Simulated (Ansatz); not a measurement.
# Squeezing Be (fcc type)

```
Be
1.0
     0.00000    1.55332    1.55332
     1.55332    0.00000    1.55332
     1.55332    1.55332    0.00000
Be
1
Direct
  0.00000 0.00000 0.00000
```

The cell comes from a relaxation on PAW files under the same functional, begun from a prototype that needn't be the stable phase.

Its volume is scaled at fixed shape and fractional positions.

Computed with Ansatz 0.2.0; functional LDA, scalar-relativistic. Settings: a Γ-centred 21×21×21 k mesh, Fermi–Dirac smearing of 0.05 eV, no spin polarisation. Methods: LAPW: all electrons, basis error target 1 meV/atom; PAW: frozen-core files, cutoff 420 eV; crystal datasets: all electrons, by PAW datasets that the program makes for each cell; norm-conserving: pseudopotentials, cutoff 1197 eV; PAW (cutoff 800 eV): frozen-core files, cutoff 800 eV.

Energies are extrapolated to zero smearing and count from the unscaled cell; pressure is positive in compression; gaps take the mesh and a band path. No temperature or zero-point motion is included.

The PAW files were made under PBE. The structure type is held throughout; the real material can change phase at far lower pressure.

| V/V0 | V (Å³/atom) | P LAPW (GPa) | ΔE LAPW (eV/atom) | P PAW − LAPW (GPa) | ΔE PAW − LAPW (meV/atom) |
| --- | --- | --- | --- | --- | --- |
| 1.00 | 7.50 | -0.10 | 0.000 | 0.10 | 0.0 |
| 0.92 | 6.90 | 12.52 | 0.022 | 0.14 | 0.6 |
| 0.84 | 6.30 | 30.6 | 0.100 | 0.19 | 1.3 |
| 0.76 | 5.70 | 56.9 | 0.261 | 0.25 | 2.2 |
| 0.68 | 5.10 | ? | ? | ? | ? |
| 0.60 | 4.50 | 156.6 | 1.006 | 0.36 | 4.7 |
| 0.52 | 3.90 | 254.1 | 1.760 | 0.28 | 6.1 |
| 0.45 | 3.37 | 394.3 | 2.802 | -0.19 | 6.5 |

Problem. Fit the Vinet equation to the LAPW pressures shown (residuals weighted by 1/(|P| + 0.03·Pmax)), and predict the pressure of the withheld row.

Solution. The fit gives V0 = 7.49 Å³/atom, B0 = 128 GPa and B0′ = 3.68. At 5.10 Å³/atom, x = (V/V0)^(1/3) = 0.8795, and P = 3·B0·(1 − x)/x²·exp[1.5·(B0′ − 1)·(1 − x)] = 97.0 GPa. The run itself gave 96.1 GPa (+1.0 % off) and ΔE = 0.542 eV/atom.

Problem. From the table, what is the rise of the enthalpy H = E + pV up to the last row, and how stiff is the crystal between the last two rows?

Solution. ΔH = 2.802 eV + (394.3 GPa × 3.37 Å³ + 0.10 GPa × 7.50 Å³) × 0.006242 eV/(GPa·Å³) = 11.11 eV/atom, of which pV makes 75 %. The mean bulk modulus there is −ΔP/Δln V = 970 GPa.

Problem. At the smallest volume, how far do crystal datasets and norm-conserving and PAW (cutoff 800 eV) lie from LAPW in pressure?

Solution. crystal datasets: -0.01 GPa; norm-conserving: +4.59 GPa; PAW (cutoff 800 eV): -0.17 GPa, on a LAPW pressure of 394.3 GPa.

Problem. How do the Löwdin populations by LAPW change from the unscaled cell to the last row?

Solution. Be 2s 1.23 → 1.35 electrons an atom. These are projections on the shells that the free atoms fill; 0.77 e a cell lies outside them at the start and 0.67 e at the end.
